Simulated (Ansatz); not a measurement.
Name crystals whose computed values (r²SCAN in the plane-wave PAW code Ansatz) fall in these windows: Θ_D (K) 300 to 370; B₀ by P(V) fit (GPa) 57 to 79; G_Hill (GPa) 44 to 57.



```csv
crystal,Θ_D (K),B₀ by P(V) fit (GPa),G_Hill (GPa)
"Zn, hcp (Mg type)",348,69.2,49.4
"AlGa3As4, P-4m2 (Pearson symbol tP8)",361,73.2,47.0
"GaAs, zinc blende",350,72.3,47.9
"GaAs, Pa-3 (Ga on 8c, As on 8c)",358,68.1,51.7
```
Others may fit too.

Typed or built starts, not in the databases checked: AlGa3As4, P-4m2 (Pearson symbol tP8). Not the usual ambient phase: GaAs, Pa-3 (Ga on 8c, As on 8c). All cells were relaxed under the symmetry of their starts (and spin orders); stability against distortions was not tested throughout. Scalar-relativistic: spin–orbit coupling is off unless named, which matters more the heavier the elements.

Potentials: the earlier of the program's two PAW sets.
